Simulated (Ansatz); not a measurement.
# Trial structures of Si2GeP3: starts and ends

Level of theory: Ansatz 0.2.0, DFT PBE, scalar-relativistic, plane waves, PAW. All cells share a 420 eV cutoff and Γ-centred k meshes spaced at most about 0.3 Å⁻¹ (about 0.25 or finer for metals, 2π included). No spin polarisation in the final relaxations.

Each guess was relaxed in cell and atoms at zero pressure, within the symmetry of its start. These are static total energies at zero pressure. Coordination counts P atoms around Ge and Si (those within 1.25 times the shortest such distance or 1.15 times the sum of covalent radii, 1.27 where that leaves under three; a plus sign parts nearer from farther groups; the shortest distance is added where it exceeds 1.18 times the sum of covalent radii).

```csv
guess,made from,start group,V start (Å³/atom),end group,V end (Å³/atom),coordination at the end,gap on mesh (eV),E over the lowest end (meV/atom)
1,HfCo3B2 type,P6/mmm,17.0,P6/mmm,17.7,"Si 6, Ge 12 from 3.5 Å",0,52
2,Li3Tl2Cd type,P4/mmm,17.5,P4/mmm,15.6,"Si 4+4, Ge 8 from 2.9 Å",0,0
3,random cell,I4/mmm,17.6,I4/mmm,18.7,"Si 2, Ge 4",0,195
4,Sc2AlCo3 type,R-3m,18.6,?,?,?,?,?
```

Guess 4 as it starts:

```cif
data_structure
_symmetry_space_group_name_H-M 'R-3m:H'
_symmetry_Int_Tables_number 166
_cell_length_a 5.5749
_cell_length_b 5.5749
_cell_length_c 12.4696
_cell_angle_alpha 90.000
_cell_angle_beta 90.000
_cell_angle_gamma 120.000
_cell_volume 335.63
loop_
_atom_site_label
_atom_site_type_symbol
_atom_site_symmetry_multiplicity
_atom_site_Wyckoff_symbol
_atom_site_fract_x
_atom_site_fract_y
_atom_site_fract_z
_atom_site_occupancy
Si1 Si 6 c 0.33333 0.66667 0.29374 1
Ge1 Ge 3 a 0.00000 0.00000 0.00000 1
P1 P 9 d 0.83333 0.16667 0.16667 1
```

Question: Predict the end of this guess and its energy over the lowest end.

Answer: It ends in space group R-3m (No. 166), with a = 4.979 Å, c = 14.795 Å, 17.6 Å³/atom and no gap. It lies 185 meV/atom over the lowest end, above guess 1 and below guess 3. The shortest distance is 2.49 Å (P–P) in this end and 2.50 Å (Si–P) in the lowest (guess 2). This end holds Si–Si pairs (shortest 2.51 Å); in the lowest (guess 2) the shortest Si–Si distance is 3.18 Å.

```cif
data_structure
_symmetry_space_group_name_H-M 'R-3m:H'
_symmetry_Int_Tables_number 166
_cell_length_a 4.9787
_cell_length_b 4.9787
_cell_length_c 14.7950
_cell_angle_alpha 90.000
_cell_angle_beta 90.000
_cell_angle_gamma 120.000
_cell_volume 317.59
loop_
_atom_site_label
_atom_site_type_symbol
_atom_site_symmetry_multiplicity
_atom_site_Wyckoff_symbol
_atom_site_fract_x
_atom_site_fract_y
_atom_site_fract_z
_atom_site_occupancy
Si1 Si 6 c 0.66667 0.33333 0.91809 1
Ge1 Ge 3 a 0.00000 0.00000 0.00000 1
P1 P 9 d 0.16667 0.83333 0.83333 1
```

Energies over the elements count from the elements' standard structures at the same level, with no fitted energy shifts. The references include black phosphorus.

Question: Is the lowest end bound against the elements?

Answer: No: its formation energy is +0.47 eV/atom. It can't be a ground state, since the elements alone are lower.

For metals, differences of a few meV/atom aren't resolved. In P4/mmm, P6/mmm, R-3m, I4/mmm an odd number of electrons in the primitive cell allows no gap without spin; a larger cell or a magnetic state could open one. A magnetic state wasn't ruled out in cells without spin, among them P4/mmm, P6/mmm, R-3m, I4/mmm. The reference form of P is held partly by dispersion forces, which this level lacks. Cells relaxed within their symmetry can be saddle points. A lower structure may well exist outside this small set. Some structure types and database cells were kept out of the candidates from the start, so a known form may be missing.
